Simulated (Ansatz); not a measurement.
Generalised stacking fault of LiF (rock salt) on the {110} plane. The cell below holds the perfect crystal with the plane normal along z; tilting its third vector by the shift puts one fault into each cell, between planes 1.41 Å apart, at fixed cell height.

```yaml
crystal:
  lattice:
    - [2.82150, 0.00000, 0.00000]
    - [0.00000, 3.99020, 0.00000]
    - [1.41075, 1.99510, 4.23224]
  atoms:
    - { symbol: F, position: [0.00000, 0.00000, 0.83333] }
    - { symbol: F, position: [0.33333, 0.33333, 0.16667] }
    - { symbol: F, position: [0.66667, 0.66667, 0.50000] }
    - { symbol: Li, position: [0.00000, 0.50000, 0.83333] }
    - { symbol: Li, position: [0.33333, 0.83333, 0.16667] }
    - { symbol: Li, position: [0.66667, 0.16667, 0.50000] }
```

In-plane vectors a = (2.821, 0.000) Å, b = (0.000, 3.990) Å, area 11.26 Å². The shift is s times the vector a (length 2.821 Å), so s = 1 restores the start. Atoms relax along the normal only. γ = [E(shift) − E(0)] / area.

Level of theory: r2SCAN (plane waves to 500 eV, PAW, scalar-relativistic; Ansatz, an electronic-structure program). k mesh 10×10×10 (Γ-centred), Fermi-Dirac smearing 0.05 eV. E is the zero-smearing estimate. Faults lie only 4.2 Å apart, and holding the cell height raises γ above its relaxed value. LiF was relaxed with its symmetry unable to fall. γ is measured from zero shift.

```tsv
s	γ (mJ/m²)
0.000	0
0.083	withheld
0.167	247
0.250	414
0.333	550
0.417	640
0.500	672
0.583	640
0.667	550
0.750	414
0.833	247
0.917	withheld
```

Question: Fit a Fourier form (three harmonics of 1 − cos and sin) to the given rows and predict γ at s = 0.917.

Answer: Least squares on the 10 given rows: γ = (325.8)·[1 − cos(2πs)] + (39.9)·[1 − cos(4πs)] + (11.2)·[1 − cos(6πs)], in mJ/m²; root-mean-square residual 1.8 mJ/m². At 0.917 the fit gives 75 mJ/m²; the calculation gives 81 mJ/m², so the interpolation is off by -6 (-7.4 %). 

(The slope of γ gives the shear force per area between the displaced halves; near zero shift its curvature is an elastic stiffness.)
